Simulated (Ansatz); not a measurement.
Ti2Ga in space group P6_3/mmc (No. 194; Ti on 2d, Ti on 2a, Ga on 2c) under volume change, plane-wave PAW r²SCAN (Ansatz code), shape and atoms relaxed at each volume.

```csv
V (Å³/atom),E − E(relaxed) (meV/atom),P (GPa)
14.521,60.5,14.60
15.000,25.5,8.98
15.479,6.0,4.15
15.957,0.0,0.00
16.436,5.5,-3.57
16.915,…,…
17.393,…,…
```

Q: Some entries are withheld; supply them.

A: 
- 17.393, E − E(relaxed) (meV/atom): 44.8
- 17.393, P (GPa): -9.31
- 16.915, E − E(relaxed) (meV/atom): 20.9
- 16.915, P (GPa): -6.66

Q: What does a third-order Birch–Murnaghan fit give for V₀, B₀ and B′?

A: V₀ = 15.96 Å³/atom, B₀ = 128 GPa, B′ = 4.0.

The workflow started from an entry of the Crystallography Open Database (COD). Its standing as an ambient phase is unchecked. Symmetry was held in the r²SCAN relaxation; whether a distortion lowers the energy is not shown. No spin polarisation was allowed.

Potentials: the later of the program's two PAW sets.
